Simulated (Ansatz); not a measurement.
VPO4 in space group Cmcm (No. 63; V on 4b, P on 4c, O on 8g, O on 8f) at seven volumes, DFT-r²SCAN in the program Ansatz with PAW potentials, shape and atoms relaxed at each. One row is withheld.

```csv
V (Å³/atom),P (GPa)
9.738,12.20
10.059,?
10.380,3.52
10.701,0.02
11.022,-3.00
11.343,-5.66
11.664,-7.96
```

Task: Fit the shown pressures and predict the withheld one.

Result: Third-order Birch–Murnaghan: P = (3/2)B₀(x^(7/2) − x^(5/2))[1 + (3/4)(B′ − 4)(x − 1)] with x = (V₀/V)^(2/3). Least squares on the six rows gives V₀ = 10.704 Å³/atom, B₀ = 108.5 GPa, B′ = 3.68. At V = 10.059, x = 1.0423 and P = 7.56 GPa. The run itself gave 7.54 GPa.

The workflow started from a Materials Project entry (that database holds measured and hypothetical structures alike); the Crystallography Open Database files this formula in space group No. 63, but the cells were not matched. Its standing as an ambient phase is unchecked. The cell was relaxed with r²SCAN under the symmetry of its start, as lowered by the spin order; whether a distortion lowers the energy is not shown. Magnetic state: antiferromagnetic, chosen from 2 collinear starts compared on coarse meshes (ties went to the first, and starts can fall back to one state), not a proven ground state. Other orbital occupations within this spin state were not tried. No Hubbard U is applied.

Potentials: the later of the program's two PAW sets.
